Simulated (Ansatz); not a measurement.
Does relaxation matter for the field gradients of WS2 with Si replacing W?

Start: a supercell of WS2 (space group P6_3/mmc) built from a COD entry (the entry's cell lengths or inner coordinates differ somewhat from later room-temperature determinations), with all atoms left at the host's positions.

```
Si W S
1.0
     6.36000    0.00000    0.00000
    -4.77000    8.26188    0.00000
     0.00000    0.00000   12.50000
Si W S
1 11 24
Direct
  0.16667 0.22222 0.25000
  0.16667 0.55556 0.25000
  0.16667 0.88889 0.25000
  0.66667 0.22222 0.25000
  0.66667 0.55556 0.25000
  0.66667 0.88889 0.25000
  0.33333 0.11111 0.75000
  0.33333 0.44444 0.75000
  0.33333 0.77778 0.75000
  0.83333 0.11111 0.75000
  0.83333 0.44444 0.75000
  0.83333 0.77778 0.75000
  0.16667 0.22222 0.62500
  0.16667 0.55556 0.62500
  0.16667 0.88889 0.62500
  0.66667 0.22222 0.62500
  0.66667 0.55556 0.62500
  0.66667 0.88889 0.62500
  0.33333 0.11111 0.12500
  0.33333 0.44444 0.12500
  0.33333 0.77778 0.12500
  0.83333 0.11111 0.12500
  0.83333 0.44444 0.12500
  0.83333 0.77778 0.12500
  0.16667 0.22222 0.87500
  0.16667 0.55556 0.87500
  0.16667 0.88889 0.87500
  0.66667 0.22222 0.87500
  0.66667 0.55556 0.87500
  0.66667 0.88889 0.87500
  0.33333 0.11111 0.37500
  0.33333 0.44444 0.37500
  0.33333 0.77778 0.37500
  0.83333 0.11111 0.37500
  0.83333 0.44444 0.37500
  0.83333 0.77778 0.37500
```

Atom numbers follow the list; atoms alike are taken as one site, whose name carries the number of the first.

Computed with Ansatz: DFT, PBE, plane waves and PAW, scalar-relativistic, 420 eV cutoff, Γ-centred 4×3×2 k-points, Fermi–Dirac smearing 0.01 eV.

The largest force at the start is 1.1 eV/Å. Relaxing the ions at fixed cell moves them by 0.099 Å at most (atom 20, S) and 0.048 Å rms.

| site | atom | moved (Å) | first shell before | first shell after | V_zz before (10²¹ V/m²) | η before |
| --- | --- | --- | --- | --- | --- | --- |
| Si | 1 | 0.035 | 6 S at 2.41 Å | 6 S at 2.34–2.35 Å | -1.66 | 0.15 |
| W2 | 2 | 0.088 | 6 S at 2.41 Å | 6 S at 2.40–2.44 Å | -22.7 | 0.29 |
| W3 | 3 | 0.085 | 6 S at 2.41 Å | 6 S at 2.40–2.43 Å | -22.1 | 0.13 |
| W4 | 4 | 0.039 | 6 S at 2.41 Å | 6 S at 2.39–2.41 Å | -22.5 | 0.29 |
| W5 | 5 | 0.084 | 6 S at 2.41 Å | 6 S at 2.39–2.43 Å | -21.7 | 0.33 |
| S19 | 19 | 0.063 | 2 W at 2.41 Å, 1 Si at 2.41 Å | 1 Si at 2.34 Å, 2 W at 2.40–2.42 Å | -3.35 | 0.23 |
| S20 | 20 | 0.099 | 1 Si at 2.41 Å, 2 W at 2.41 Å | 1 Si at 2.35 Å, 2 W at 2.43–2.44 Å | -3.57 | 0.23 |
| S21 | 21 | 0.068 | 3 W at 2.41 Å | 3 W at 2.40 Å | -3.92 | 0.20 |
| S22 | 22 | 0.070 | 2 W at 2.41 Å, 1 Si at 2.41 Å | 1 Si at 2.34 Å, 2 W at 2.41–2.43 Å | -3.20 | 0.22 |
| S23 | 23 | 0.022 | 3 W at 2.41 Å | 3 W at 2.39–2.42 Å | -5.16 | 0.01 |

Question: How do the gradients change?

Answer: 

| site | atom | V_zz after | η after | change of V_zz |
| --- | --- | --- | --- | --- |
| Si | 1 | -1.97 | 0.15 | -0.31 |
| W2 | 2 | -19.29 | 0.59 | +3.37 |
| W3 | 3 | -19.80 | 0.44 | +2.29 |
| W4 | 4 | -30.7 | 0.53 | -8.18 |
| W5 | 5 | -20.6 | 0.60 | +1.11 |
| S19 | 19 | -4.84 | 0.51 | -1.49 |
| S20 | 20 | -6.48 | 0.12 | -2.91 |
| S21 | 21 | -3.36 | 0.10 | +0.56 |
| S22 | 22 | -4.97 | 0.51 | -1.77 |
| S23 | 23 | -5.34 | 0.07 | -0.18 |

The largest change of V_zz is on W4, from -22.5 to -30.7. In per cent, |V_zz| changes by -15 to +36 on W, -14 to +81 on S (all sites that start above 2). Where |V_zz| stays above 0.1, η moves most on W3, from 0.13 to 0.44. The table leaves out 14 of the 24 sites, with |V_zz| up to 20.19; their tensors move by 1.13 at most along any direction. The statements above cover all sites. The host's own positions weren't relaxed first, so part of the change far from the defect can be the host's relaxation.

The run isn't spin-polarised, and a state with spin may lie lower. The defect repeats with the cell of 36 atoms, so it feels its images: sites between two images don't show the values beside a lone defect, and zeros or small values of η there can come from the images' arrangement. S and W carry a gradient in the pure host already, so the values there aren't the defect's effect alone. The defect cell has no gap above 0.1 eV on its mesh, so the values can hang on the smearing and the k-mesh. Without spin–orbit coupling the gradients at and beside W can be off by some per cent, at some sites by more.
Before: The neighbours have not yet relaxed around the defect (largest force 1.1 eV/Å), so a real crystal will differ.
After: The relaxation keeps the site symmetry m of the start, so the impurity can move only within its mirror plane; a distortion that would localise the partly filled state isn't explored.
